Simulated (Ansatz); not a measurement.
A relaxation computed with Ansatz, from input to last step.

```yaml
crystal:
  lattice:
    - [4.0762719, 0.0, 0.0]
    - [0.0, 4.0762719, 0.0]
    - [0.0, 0.0, 7.5054786179]
  atoms:
    - { symbol: "Y", position: [0.5, 0.0, 0.6570310567] }
    - { symbol: "Y", position: [0.0, 0.5, 0.3429689433] }
    - { symbol: Ti, position: [0.0, 0.0, 0.0] }
    - { symbol: Ti, position: [0.5, 0.5, 0.0] }
    - { symbol: Ge, position: [0.5, 0.0, 0.2433359729] }
    - { symbol: Ge, position: [0.0, 0.5, 0.7566640271] }
basis:
  ecutwfc: 500
kpoints:
  mp_grid: { grid: [10, 10, 6] }
hamiltonian:
  xc: r2scan
scf:
  occupations: { method: gaussian, width: 0.1 }
output:
  forces: true
  stress: true
  eigenvalues: true
relax:
  adjacent_minimum: "off"
  f_tol: 0.008
  max_steps: 40
  cell: { stress_tol: 0.015, fix: [c, angles] }
```

```bash
ansatz run input.yaml --threads 1 --pin off --max-ram 2560MiB --backend cpu --events-out ev --progress --plain --runs-dir out
```

Computed with DFT r2SCAN, scalar-relativistic, plane waves, PAW (Ansatz 0.2.0).

Of 4 frames 3 are shown, positions in Å and forces in eV/Å; the SCF threshold varies from step to step. Steps run on the plane waves of an earlier cell, with a Pulay correction in the pressure. The basis is chosen afresh for the last frame, the zero of the energies, and at times for earlier ones too; energy and pressure can step there, also at an unchanged geometry. Where two frames share a geometry here, they differ by under 2 meV/atom and 0.3 GPa. The mark taken_back stands on steps that the optimiser undid.

```xyz
6
Lattice="4.0763 0.0000 0.0000 0.0000 4.0763 0.0000 0.0000 0.0000 7.5055" Properties=species:S:1:pos:R:3:forces:R:3 pbc="T T T" step=1 free_energy_over_end_meV_per_atom=0.09 pressure_GPa=0.99
Y     2.0381    0.0000    4.9313    0.0000    0.0000   -0.0635
Y     0.0000    2.0381    2.5741    0.0000    0.0000    0.0635
Ti    0.0000    0.0000    0.0000    0.0000    0.0000    0.0000
Ti    2.0381    2.0381    0.0000    0.0000    0.0000    0.0000
Ge    2.0381    0.0000    1.8264    0.0000    0.0000    0.0033
Ge    0.0000    2.0381    5.6791    0.0000    0.0000   -0.0033
6
Lattice="4.0745 0.0000 0.0000 0.0000 4.0745 0.0000 0.0000 0.0000 7.5055" Properties=species:S:1:pos:R:3:forces:R:3 pbc="T T T" step=2 free_energy_over_end_meV_per_atom=0.21 pressure_GPa=0.89 taken_back
Y     2.0373    0.0000    4.9107    0.0000    0.0000    0.0979
Y     0.0000    2.0373    2.5948    0.0000    0.0000   -0.0979
Ti    0.0000    0.0000    0.0000    0.0000    0.0000    0.0000
Ti    2.0373    2.0373    0.0000    0.0000    0.0000    0.0000
Ge    2.0373    0.0000    1.8270    0.0000    0.0000   -0.0230
Ge    0.0000    2.0373    5.6784    0.0000    0.0000    0.0230
6
Lattice="4.0766 0.0000 0.0000 0.0000 4.0766 0.0000 0.0000 0.0000 7.5055" Properties=species:S:1:pos:R:3:forces:R:3 pbc="T T T" step=4 free_energy_over_end_meV_per_atom=0.00 pressure_GPa=0.90
Y     2.0383    0.0000    4.9232    0.0000    0.0000   -0.0001
Y     0.0000    2.0383    2.5822    0.0000    0.0000    0.0001
Ti    0.0000    0.0000    0.0000    0.0000    0.0000    0.0000
Ti    2.0383    2.0383    0.0000    0.0000    0.0000    0.0000
Ge    2.0383    0.0000    1.8259    0.0000    0.0000   -0.0027
Ge    0.0000    2.0383    5.6796    0.0000    0.0000    0.0027
```

It took 5.3 min on 1 thread of Arm Neoverse V1, on a shared host, peak memory 0.92 GiB.